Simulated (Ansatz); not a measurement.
Input file for Ansatz (a program for electronic structure):

Ansatz 0.2 input:
```yaml
crystal:
  lattice:
    - [0.0, 1.9991193651, 1.9991193651]
    - [1.9991193651, 0.0, 1.9991193651]
    - [1.9991193651, 1.9991193651, 0.0]
  atoms:
    - { symbol: W, position: [0.0, 0.0, 0.0] }
kpoints:
  mp_grid: { grid: [13, 13, 13] }
  band_path:
    path:
      - [[0.0, 0.0, 0.0], [0.5, 0.0, 0.5], [0.625, 0.25, 0.625]]  # Γ-X-U
      - [[0.375, 0.375, 0.75], [0.0, 0.0, 0.0], [0.5, 0.5, 0.5], [0.5, 0.25, 0.75], [0.5, 0.0, 0.5]]  # K-Γ-L-W-X
    npoints: 12
basis: { xc_grid: 2 }
hamiltonian:
  xc: pbesol
  pseudopotentials: { azcp: { folder: ./paw }, kind: paw_fr }
magnetization: { noncollinear: true, spin_orbit: true }
scf:
  n_extra_bands: 12
  convergence: { dr2_threshold: 0.0000000001 }
  occupations: { method: gaussian, width: 0.05 }
output: { eigenvalues: true }
```

Output (shortened):

```
Pseudopotential: W, paw, valence charge 14
Functional definition: PBEsol
non-collinear run that drives no moment, with spin-orbit …
Crystal: 1 atoms, lattice volume = 15.979 Å³
Basis set: ecut = 420 eV, 331 PW (Γ), exchange–correlation on 40×40×40 points (8 copies of the dense FFT grid, shifted against one another)
Bands: 26, of which v1, the nominal top of the filled ones, is band 14 counted from 1 (13 counted from 0)
Symmetry: 48 space group operations + 48 with time reversal
k-points: 84 of 2197
Projection manifold: j_resolved (fully-relativistic pseudo-atomic orbitals)
SCF iter   1: F=—  HF=-10281.541582 eV  |F-HF|=—  |Δ(HF+E_count)|=         —  Δρ=6.08e-2  dr2=5.69e-1  dr2_m=0.00e0 (ungated)  ethr=3.10e-3  |M|=0.00e0 ∫|m|=0.00e0 μB  |m|>n=0.0e0 m-floor=0.0e0 τ_xc=0.0e0  β_m=0.30  ⟨swp⟩=5.6  Hψ=5224  notcnv=0  defer=84
preconditioner: auto → none
SCF iter   2: F=—  HF=-10281.369392 eV  |F-HF|=—  |Δ(HF+E_count)|=   1.72e-1  Δρ=3.38e-2  dr2=1.55e-1  dr2_m=0.00e0 (ungated)  ethr=3.10e-3  |M|=0.00e0 ∫|m|=0.00e0 μB  |m|>n=0.0e0 m-floor=0.0e0 τ_xc=0.0e0  β_m=0.46  ⟨swp⟩=2.0  Hψ=1696  notcnv=0  defer=482
SCF iter   3: F=—  HF=-10281.311078 eV  |F-HF|=—  |Δ(HF+E_count)|=   5.83e-2  Δρ=6.54e-3  dr2=2.39e-3  dr2_m=0.00e0 (ungated)  ethr=1.10e-3  |M|=0.00e0 ∫|m|=0.00e0 μB  |m|>n=0.0e0 m-floor=0.0e0 τ_xc=0.0e0  β_m=0.66  ⟨swp⟩=2.7  Hψ=1556  notcnv=0  defer=482
SCF iter   4: F=—  HF=-10281.310083 eV  |F-HF|=—  |Δ(HF+E_count)|=   9.95e-4  Δρ=3.95e-4  dr2=2.09e-5  dr2_m=0.00e0 (ungated)  ethr=1.71e-5  |M|=0.00e0 ∫|m|=0.00e0 μB  |m|>n=0.0e0 m-floor=0.0e0 τ_xc=0.0e0  β_m=0.70  ⟨swp⟩=2.0  Hψ=1473  notcnv=0  defer=482
SCF iter   5: F=—  HF=-10281.310074 eV  |F-HF|=—  |Δ(HF+E_count)|=   9.30e-6  Δρ=6.21e-5  dr2=1.40e-7  dr2_m=0.00e0 (ungated)  ethr=1.49e-7  |M|=0.00e0 ∫|m|=0.00e0 μB  |m|>n=0.0e0 m-floor=0.0e0 τ_xc=0.0e0  β_m=0.83  ⟨swp⟩=2.2  Hψ=1357  notcnv=0  defer=482
SCF iter   6: F=—  HF=-10281.310073 eV  |F-HF|=—  |Δ(HF+E_count)|=   1.03e-6  Δρ=2.35e-6  dr2=4.38e-10  dr2_m=0.00e0 (ungated)  ethr=1.00e-9  |M|=0.00e0 ∫|m|=0.00e0 μB  |m|>n=0.0e0 m-floor=0.0e0 τ_xc=0.0e0  β_m=0.91  ⟨swp⟩=2.1  Hψ=1435  notcnv=0  defer=482
SCF iter   7: F=-10281.310073 eV  HF=-10281.310073 eV  |F-HF|=7.28e-12  |Δ(HF+E_count)|=  6.00e-11  Δρ=1.78e-7  dr2=4.45e-12  dr2_m=0.00e0 (ungated)  ethr=1.00e-12  |M|=0.00e0 ∫|m|=0.00e0 μB  |m|>n=0.0e0 m-floor=0.0e0 τ_xc=0.0e0  ⟨swp⟩=6.8  Hψ=4206  notcnv=0
SCF 1 converged in 7 iterations: F = -10281.310073 eV  dr2 = 4.45e-12
NSCF: frozen V_eff on 74 k-points
SCF converged after 7 iterations
Magnetization: |M| = 0.0000 μB,  M = (+0.0000, +0.0000, +0.0000) μB
Absolute magnetization: 0.0000 μB (∫|m|)
  site 0: m = (+0.0000, +0.0000, +0.0000) μB, |m| = 0.0000 μB  (R = 1.17 Å)
Free energy (F): -10281.310073 eV
Harris-Foulkes:  -10281.310073 eV  (|F-HF|=7.28e-12)
Internal energy: -10281.308655 eV  (E = F + TS)
E sigma→0 (E₀):  -10281.309364 eV
Entropy (-TS):   -0.001418 eV (-1.418 meV/atom)
Fermi energy:    21.610639 eV
--- Per-component energies (eV) ---
  E_band       = -90.716655
  E_kinetic    = 421.844048
  E_local      = -551.524139  (includes V_loc(G=0)·N_el)
  E_nonlocal   = -26.263481
  E_hartree    = 230.080051
  E_xc         = -265.695646
  E_vxc        = -230.829942  (∫ρ·V_xc dr)
  E_paw        = -8471.764554  (= ΣΔE_a)
  E_vpaw       = -164.103346  (= ΣTr[D̂ρ^β])
  E_aug_tail   = 0.000156  (compensation charges beyond the density's cutoff)
  E_ewald      = -1618.212044
  E_core_change = 0.226955  (= ΣΔE_core)
  E_smearing   = -0.001418  (= −TS)
  E_closure    = 0.000000  (closes the sum)
  Σ components = -10281.310073   (vs F -10281.310073, Δ=0.00e0)
  [band-id]    e_kinetic+e_local+e_nonlocal+2·e_hartree+e_vxc+e_vpaw+e_augmentation_tail = -90.716603   (vs E_band -90.716655, Δ=5.18e-5)
--- Band table (eV; the first three rows and the last of 84) ---
  k-point 0: bands = ["-51.7864", "-51.7864", "-22.8089", "-22.8089", "-12.7106", "-12.7106", "-12.7106", "-12.7106", "12.4479", "12.4479", "20.7966", "20.7966", "20.7966", "20.7966", "21.2984", "21.2984", "24.3018", "24.3018", "24.3018", "24.3018", …
  k-point 1: bands = ["-51.7794", "-51.7794", "-22.8280", "-22.8280", "-12.7795", "-12.7795", "-12.7225", "-12.7225", "12.7158", "12.7158", "20.6755", "20.6755", "20.8997", "20.8997", "21.3591", "21.3591", "24.1606", "24.1606", "24.2159", "24.2159", …
  k-point 2: bands = ["-51.7602", "-51.7602", "-22.8814", "-22.8814", "-12.9660", "-12.9660", "-12.7552", "-12.7552", "13.4584", "13.4584", "20.2789", "20.2789", "21.1061", "21.1061", "21.6361", "21.6361", "23.9055", "23.9055", "24.1247", "24.1247", …
  k-point 83: bands = ["-51.6252", "-51.6252", "-23.2383", "-23.2383", "-13.7302", "-13.7302", "-13.4163", "-13.4163", "17.7020", "17.7020", "19.1132", "19.1132", "19.7575", "19.7575", "23.0788", "23.0788", "27.3826", "27.3826", "31.0842", "31.0842", …
```

Cost: around 5 core-seconds (rough) on shared cores.

Space group Fm-3m (fcc (Cu type)). The workflow started from an entry of the Crystallography Open Database (COD), which files this formula under 6 space groups. It is not the phase usual at ambient conditions (space group No. 229). The cell was relaxed with PBEsol under the symmetry of its start. At this level the phase is mechanically unstable. The run is not spin-polarised.

Potentials: the earlier of the program's two PAW sets.

Ansatz is a plane-wave DFT program.
